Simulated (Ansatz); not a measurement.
Sr (fcc (Cu type), space group No. 225) at seven volumes, PBE in the plane-wave PAW code Ansatz, scaled uniformly. One row is withheld.

```tsv
V (Å³/atom)	P (GPa)
49.806	1.30
51.448	0.80
53.090	0.37
54.732	0.00
56.374	-0.32
58.016	?
59.658	-0.86
```

Task: Fit the shown pressures and predict the withheld one.

Result: Third-order Birch–Murnaghan: P = (3/2)B₀(x^(7/2) − x^(5/2))[1 + (3/4)(B′ − 4)(x − 1)] with x = (V₀/V)^(2/3). Least squares on the six rows gives V₀ = 54.730 Å³/atom, B₀ = 11.62 GPa, B′ = 3.60. At V = 58.016, x = 0.9619 and P = -0.61 GPa. The run itself gave -0.61 GPa.

Space group Fm-3m (fcc (Cu type)). The PBE relaxation kept the symmetry of its start.

Potentials: the earlier of the program's two PAW sets.
